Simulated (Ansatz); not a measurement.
A distorted cell of SnS (rock salt):

```xyz
2
Lattice="0.0000 2.9824 2.9824 2.9824 0.0000 2.9824 2.9824 2.9824 0.0000" Properties=species:S:1:pos:R:3 pbc="T T T"
Sn     2.9824     2.9824     2.9824
S      0.0000     0.0000     0.0000
```

The numbers are results of PBEsol (plane waves to 420 eV, PAW, scalar-relativistic; Ansatz, a program for electronic structure), not measurements. k mesh 10×10×10 (Γ-centred), Fermi-Dirac smearing 0.05 eV. E stands for the smeared free energy. Compression counts positive. SnS was relaxed with its symmetry unable to fall. This is one of several known forms of SnS; the measured ambient cells at hand have space group No. 62.

Question: What is the stress tensor (GPa)?

Answer: 
```
   -5.5      0.0      0.0
    0.0     -5.5      0.0
    0.0      0.0     -5.5
```
The pressure, a third of the trace, is -5.5 GPa.

Question: It is the relaxed cell scaled evenly to V/V₀ = 1.120, atoms relaxed where free. What is its energy relative to the relaxed cell?

Answer: 54 meV/atom.

(Under strain, the slope of the energy per volume gives the stress and its curvature an elastic modulus.)
